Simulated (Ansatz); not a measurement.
BP (wurtzite, P6_3mc), plane-wave PAW LDA (Ansatz code). The conduction-band minimum lies at K, with 2 equivalent valleys. Second derivatives d²E/dk² of the lowest band at one valley (eV·Å²), along Cartesian directions:

```csv
direction,d²E/dk²
[100],18.17
[010],18.17
[001],31.20
[110],18.17
[101],24.69
[011],24.69
```

Find the principal effective masses, the density-of-states mass and the conductivity mass.

Off-diagonal terms follow from H_xy = H[110] − (H_xx + H_yy)/2, and m*/mₑ = 7.620 eV·Å² over each eigenvalue: 0.24, 0.42, 0.42. One valley's DOS mass (m₁m₂m₃)^(1/3) = 0.35, conductivity mass 3/(Σ 1/mᵢ) = 0.34 mₑ.

What effective density of states Nc follows at 300 K for parabolic valleys?

Nc = 2.509e19 × 2 × (0.35)^(3/2) ≈ 1.0e19 cm⁻³.

With the computed static dielectric constant 9.36 (mean of the diagonal), estimate a hydrogenic donor's binding energy and radius.

E = 13.606 eV × 0.34/9.36² ≈ 53 meV; a = 0.529 Å × ε/m* ≈ 15 Å. Semilocal masses tend to be too small where the gap is.

The first step of the workflow began from a Materials Project structure, measured or hypothetical; the Crystallography Open Database copy checked does not list it. It is not the phase usual at ambient conditions (space group No. 216). The cell was relaxed with LDA under the symmetry of its start; phonons on a q-mesh show no instability.

Potentials: the later of the program's two PAW sets.
